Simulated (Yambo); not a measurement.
Material: LuPO4 (space group I4_1/amd, No. 141); a = b = c = 5.605 Å, α = β = 106.16°, γ = 116.32° (12 atoms in the cell). The geometry is that of Materials Project entry mp-2940, symmetrised and not relaxed again.

With PBEsol (Quantum ESPRESSO, PseudoDojo norm-conserving, 100 Ry, no spin-orbit coupling), the gap between the mesh's edge points (Γ → Γ) is 6.219 eV.

Q: By how much does one-shot G0W0 (Yambo; 2×2×2 Γ-centred k mesh, bands 3 to 222 and a 7 Ry block in the screening, 222 bands in G with the Bruneval-Gonze terminator, plasmon pole fitted at 27.2 eV) open this gap, and what gap results?

A: The correction is 2.266 eV, giving 8.485 eV, 1.4 times the PBEsol value. Among the k points computed, the smallest G0W0 gap is 8.07 eV, M → Γ. Nearest settings tried, and what they do to the gap: 121 bands in W: +166 meV. Not varied: bands in G, block, mesh. So the settings aren't converged at that level. The k mesh is coarse. The 4f states are in the valence at their DFT position.
